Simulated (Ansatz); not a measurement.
BW2:
```yaml
crystal:
  lattice:
    - [-2.78001, 2.78001, 2.37971]
    - [2.78001, -2.78001, 2.37971]
    - [2.78001, 2.78001, -2.37971]
  atoms:
    - { symbol: B, position: [0.25000, 0.25000, 0.00000] }
    - { symbol: B, position: [0.75000, 0.75000, 0.00000] }
    - { symbol: W, position: [0.66987, 0.83013, 0.50000] }
    - { symbol: W, position: [0.33013, 0.16987, 0.50000] }
    - { symbol: W, position: [0.83013, 0.33013, 0.16026] }
    - { symbol: W, position: [0.16987, 0.66987, 0.83974] }
```

Relaxed with r²SCAN. Special points in fractions of this cell's reciprocal vectors: Γ (0.000, 0.000, 0.000); X (0.000, 0.000, 0.500); M (-0.500, 0.500, 0.500); Z (0.433, 0.433, -0.433); Z0 (-0.433, 0.567, 0.433); P (0.250, 0.250, 0.250); N (0.000, 0.500, 0.000).

Q: List the band energies nearest the Fermi level at these points for r²SCAN (plane waves, PAW; program Ansatz).

A: In eV from the Fermi level; about four levels below and three above (degenerate sets whole), none deeper than 8.9 eV; points with the same levels are listed once.

```tsv
k	below	above
Γ	-2.97 -1.65 -1.14 -0.02	0.91 0.91 1.55
X	-2.42 -1.24 -0.59 -0.52	0.35 0.39 0.70
M	-2.02 -2.02 -1.99 -1.09	0.06 0.06 0.36
Z	-1.33 -1.08 -0.34 -0.34	0.74 1.06 3.08 3.08
P	-3.39 -3.39 -2.22 -2.22	0.13 0.13 1.60 1.60
N	-3.06 -3.06 -1.91 -1.91	0.34 0.34 2.08 2.08
```

Space group I4/mcm. The first step of the workflow began from a Materials Project structure, measured or hypothetical; the Crystallography Open Database files this formula in space group No. 140, but the cells were not matched. Its standing as an ambient phase is unchecked. Symmetry was held in the r²SCAN relaxation; whether a distortion lowers the energy is not shown. No spin polarisation was allowed. Spin–orbit coupling is left out wherever it is not named.

Potentials: the later of the program's two PAW sets.
